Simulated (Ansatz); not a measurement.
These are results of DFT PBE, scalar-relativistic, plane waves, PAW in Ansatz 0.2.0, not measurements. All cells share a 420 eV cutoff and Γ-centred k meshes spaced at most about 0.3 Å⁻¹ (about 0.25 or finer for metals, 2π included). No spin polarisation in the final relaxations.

Each of these unrelaxed guesses is relaxed in cell and atoms within its symmetry. A guess keeps its type if space group and coordination stay and the shape of the cell changes little (axis ratios within about 15 %, angles within 6°); the volume may change.

1. Be4S

Space group I4/mmm (No. 139). a = 3.735 Å, b = 3.735 Å, c = 7.062 Å, α = 90.00°, β = 90.00°, γ = 90.00°
```
atom  site  symmetry       x       y       z
  Be    4e       4mm  0.0000  0.0000  0.2450
  Be    4c      mmm. 0.0000  0.5000  0.0000
   S    2a     4/mmm  0.0000  0.0000  0.0000
```

2. Y4P

Space group P-43m (No. 215). a = 5.885 Å, b = 5.885 Å, c = 5.885 Å, α = 90.00°, β = 90.00°, γ = 90.00°
```tsv
atom	site	symmetry	x	y	z
Y	4e	.3m	0.2500	0.2500	0.2500
P	1a	-43m	0.0000	0.0000	0.0000
```

3. NaYCl6

Space group Fm-3m (No. 225). a = 9.498 Å, b = 9.498 Å, c = 9.498 Å, α = 90.00°, β = 90.00°, γ = 90.00°
| atom | site | symmetry | x | y | z |
| --- | --- | --- | --- | --- | --- |
| Na | 4b | m-3m | 0.5000 | 0.0000 | 0.0000 |
| Y | 4a | m-3m | 0.0000 | 0.0000 | 0.0000 |
| Cl | 24e | 4m.m | 0.2500 | 0.0000 | 0.0000 |

4. Li2H

Space group P4/nmm:1 (No. 129). a = 3.194 Å, b = 3.194 Å, c = 5.320 Å, α = 90.00°, β = 90.00°, γ = 90.00°
| atom | site | symmetry | x | y | z |
| --- | --- | --- | --- | --- | --- |
| Li | 2a | -4m2 | 0.0000 | 0.0000 | 0.0000 |
| Li | 2c | 4mm | 0.5000 | 0.0000 | 0.6700 |
| H | 2c | 4mm | 0.5000 | 0.0000 | 0.2650 |

5. HfPb2

Space group P-3m1 (No. 164). a = 3.353 Å, b = 3.353 Å, c = 8.528 Å, α = 90.00°, β = 90.00°, γ = 120.00°
```
atom  site  symmetry       x       y       z
  Hf    1a      -3m. 0.0000  0.0000  0.0000
  Pb    2d       3m. 0.3333  0.6667  0.3217
```

6. LiB2H4

Space group I4/mmm (No. 139). a = 4.171 Å, b = 4.171 Å, c = 11.799 Å, α = 90.00°, β = 90.00°, γ = 90.00°
```
atom  site  symmetry       x       y       z
  Li    2a     4/mmm  0.0000  0.0000  0.0000
   B    4e       4mm  0.0000  0.0000  0.2500
   H    8g      2mm. 0.0000  0.5000  0.1250
```

Question: Which keep their type?

Answer: Guesses 2, 3 and 5 keep their type.

| guess | kept | start group | end group | V start (Å³/atom) | V end | b/a and c/a, end over start | nearest neighbours start | nearest neighbours end |
| --- | --- | --- | --- | --- | --- | --- | --- | --- |
| 1 | no | I4/mmm | I4/mmm | 9.9 | 11.8 | 1.00, 0.68 | Be 1/2, S 6 | Be 2/6, S 2 |
| 2 | yes | P-43m | P-43m | 40.8 | 34.0 | 1.00, 1.00 | P 4, Y 1 | P 4, Y 1 |
| 3 | yes | Fm-3m | Fm-3m | 26.8 | 39.7 | 1.00, 1.00 | Cl 2, Na 6, Y 6 | Cl 2, Na 6, Y 6 |
| 4 | no | P4/nmm | P4/mmm | 9.0 | 11.5 | - | H 9, Li 9/12 | H 6, Li 2/4 |
| 5 | yes | P-3m1 | P-3m1 | 27.7 | 26.8 | 1.00, 0.92 | Hf 12, Pb 12 | Hf 12, Pb 12 |
| 6 | no | I4/mmm | I4/mmm | 14.7 | 7.0 | 1.00, 1.45 | B 8, H 6, Li 8 | B 4, H 2, Li 16 |

Neighbours count within 15 % of an atom's shortest distance; end groups are read at 0.02 Å (0.05 Å in metals).

No dispersion correction is applied, so the spacing and binding between layers, chains or molecules are poorly described (LiB2H4 I4/mmm). Spin–orbit coupling, which can matter for Hf and Pb, is left out. A magnetic state wasn't ruled out in cells without spin, among them Y4P P-43m, NaYCl6 Fm-3m, Li2H P4/mmm, LiB2H4 I4/mmm. Cells relaxed within their symmetry can be saddle points.

In counts of neighbours, a slash parts the counts of unlike sites.
